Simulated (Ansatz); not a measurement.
TaS2:
```xyz
6
Lattice="6.0390 0.0000 0.0000 0.0000 6.0390 0.0000 0.0000 0.0000 3.3493" Properties=species:S:1:pos:R:3 pbc="T T T"
Ta     0.0000     0.0000     0.0000
Ta     3.0195     3.0195     1.6747
S      1.7763     1.7763     0.0000
S      4.7958     1.2431     1.6747
S      1.2431     4.7958     1.6747
S      4.2626     4.2626     0.0000
```

Relaxed with PBE. Special points in fractions of this cell's reciprocal vectors: Γ (0.000, 0.000, 0.000); X (0.000, 0.500, 0.000); M (0.500, 0.500, 0.000); Z (0.000, 0.000, 0.500); R (0.000, 0.500, 0.500); A (0.500, 0.500, 0.500).

Task: List the band energies nearest the Fermi level at these points for DFT-PBE in the program Ansatz with PAW potentials.

Result: In eV from the Fermi level; about four levels below and three above (degenerate sets whole), none deeper than 8.9 eV; points with the same levels are listed once.

| k | below | above |
|---|---|---|
| Γ | -1.25 -1.25 -1.22 -1.17 -0.65 | 0.66 0.66 0.70 |
| X | -1.69 -1.69 -0.39 -0.39 | 1.50 1.50 1.89 1.89 |
| M | -1.33 -1.33 -1.30 -1.30 | 0.69 0.69 2.71 2.71 |
| Z | -3.09 -3.09 -2.73 -2.73 | 1.09 1.09 1.65 1.65 |
| R | -1.89 -1.89 -0.66 -0.66 | 2.16 2.16 2.59 2.59 |
| A | -2.26 -2.26 -1.81 -1.81 | 0.54 0.54 0.67 0.67 |

Space group P4_2/mnm (rutile). A made-up cell: these elements were put on the sites of a structure type; neither database checked (COD, Materials Project) lists it. It is not the phase usual at ambient conditions (space group No. 164). The PBE relaxation kept the symmetry of its start; whether a distortion lowers the energy is not shown. No spin polarisation was allowed. Spin–orbit coupling is left out wherever it is not named.

Potentials: the later of the program's two PAW sets.
